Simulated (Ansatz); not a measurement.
The relaxed structure here is a generated cell of ZnS: the first start was made by placing the elements on the sites of a structure type, and the end was not matched to a known phase here, so it may be hypothetical. Known forms of ZnS include space group No. 186, 216.

One stationary structure of ZnS. Space group P6₃/mmc (No. 194), NiAs type. Level of theory: r2SCAN (plane waves to 500 eV, PAW, scalar-relativistic; Ansatz, a quantum-chemistry and plane-wave program).

```cif
data_S2Zn2
_chemical_formula_sum 'Zn2 S2'
_space_group_name_H-M_alt 'P 1'
_space_group_IT_number 1
_cell_length_a 3.58997
_cell_length_b 3.58997
_cell_length_c 5.88022
_cell_angle_alpha 90.000
_cell_angle_beta 90.000
_cell_angle_gamma 120.000
loop_
_space_group_symop_operation_xyz
  'x, y, z'
loop_
_atom_site_label
_atom_site_type_symbol
_atom_site_fract_x
_atom_site_fract_y
_atom_site_fract_z
_atom_site_occupancy
Zn1 Zn 0.00000 0.00000 0.50000 1
Zn2 Zn 0.00000 0.00000 0.00000 1
S1 S 0.66667 0.33333 0.25000 1
S2 S 0.33333 0.66667 0.75000 1
```

Q: Estimate the band gap that r2SCAN returns for this input.

A: 0.82 eV, indirect (valence top at k = (0, 0.1818, 0), conduction bottom at K) (no spin-orbit coupling).

Q: Estimate the smallest direct gap that r2SCAN returns for this input.

A: 2.38 eV at Γ.

No spin polarisation in the result.

The run could not lose the symmetry of its start: the end is stationary, and may be a saddle point rather than a minimum.
